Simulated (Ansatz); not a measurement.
# How Y (P6_3/mmc) stiffens under pressure

```yaml
crystal:
  lattice:
    - [3.68135, 0.00000, 0.00000]
    - [-1.84067, 3.18814, 0.00000]
    - [0.00000, 0.00000, 5.71435]
  atoms:
    - { symbol: Y, position: [0.33333, 0.66667, 0.25000] }
    - { symbol: Y, position: [0.66667, 0.33333, 0.75000] }
```

This is the zero-pressure cell. At each pressure cell and atoms are relaxed in this structure, and the constants are slopes of the stress at strains of ±0.005 with relaxed ions (the coefficients that govern stability under load). Level: r²SCAN, PAW on Ansatz 0.2.0's default frozen-core files (fitted under PBE), scalar-relativistic; k mesh 16×16×8, strains of ±0.005, Fermi-Dirac smearing of 0.080 eV, cutoff 500 eV. P is the pressure of the relaxed cell, less that of this one.

| P (GPa) | V/V₀ | C11 (GPa) | C12 (GPa) | C13 (GPa) | C33 (GPa) | C44 (GPa) |
| --- | --- | --- | --- | --- | --- | --- |
| 0.00 | 1.0000 | 75.5 | 28.6 | 19.6 | 74.8 | 23.1 |
| 1.01 | 0.9760 | 79.6 | 31.2 | 22.1 | 79.1 | 23.9 |
| 2.00 | ? | ? | ? | ? | ? | ? |
| 4.00 | 0.9161 | 89.3 | 37.9 | 29.7 | 91.1 | 25.4 |
| 7.00 | 0.8677 | 95.1 | 43.7 | 37.2 | 102.1 | 25.8 |
| 10.00 | 0.8267 | 99.7 | 49.5 | 44.5 | 112.1 | 25.1 |
| 14.99 | 0.7705 | 109.9 | 59.9 | 56.9 | 127.2 | 22.2 |

Problem. Does the bulk modulus from the constants agree with the pressure-volume curve?

Solution. A third-order Birch-Murnaghan fit to the volumes shown (F against f, f = [(V₀/V)^(2/3) − 1]/2) gives B₀ = 40.2 GPa and B′ = 2.9. Its −V dP/dV stands beside the Reuss value 1/ΣS_ij (i, j ≤ 3):

```
P (GPa)  from P(V)  from the constants
   0.00       40.2                40.0
   1.01       43.1                43.1
   4.00       51.3                51.5
   7.00       58.8                58.7
  10.00       65.9                65.3
  14.99       76.7                76.9
```

Problem. What are the pressure derivatives at zero pressure?

Solution. Slopes at V₀ of quadratic fits in −ln(V/V₀) through the first four rows shown, divided by B₀: dC11/dP = 4.6, dC12/dP = 2.6, dC13/dP = 2.5, dC33/dP = 4.3, dC44/dP = 0.9. The mean slopes up to 4.0 GPa are 3.4, 2.3, 2.5, 4.1, 0.6; curvature and scatter of the constants part the two.

Problem. Fill the row at 2.00 GPa.

Solution. Cubic fits in −ln(V/V₀) through all rows shown give C11 = 83.6, C12 = 33.6, C13 = 24.7, C33 = 83.2, C44 = 24.5 GPa. Computed: V/V₀ = 0.9546, C11 (GPa) = 83.2, C12 (GPa) = 33.5, C13 (GPa) = 24.6, C33 (GPa) = 83.1, C44 (GPa) = 24.4.

Problem. Does a shear stiffness soften?

Solution. C44 goes from 23.1 to 22.2 GPa, through a maximum of 25.8 near 7 GPa; (C11 − C12)/2 goes from 23.4 to 25.0 GPa, through a maximum of 25.7 near 7 GPa. C44 softens under pressure, though the lattice stays mechanically stable over this range.

Caveats: no other phase was computed; many crystals of this kind change structure within this range, and rows or crossings beyond such a change describe a metastable lattice; frozen-core PAW files fitted under PBE, their cores solved anew for the functional of the run; responses of metals move with mesh and smearing; elastic stability says nothing of phonons or of other phases; phonons weren't checked at these pressures.
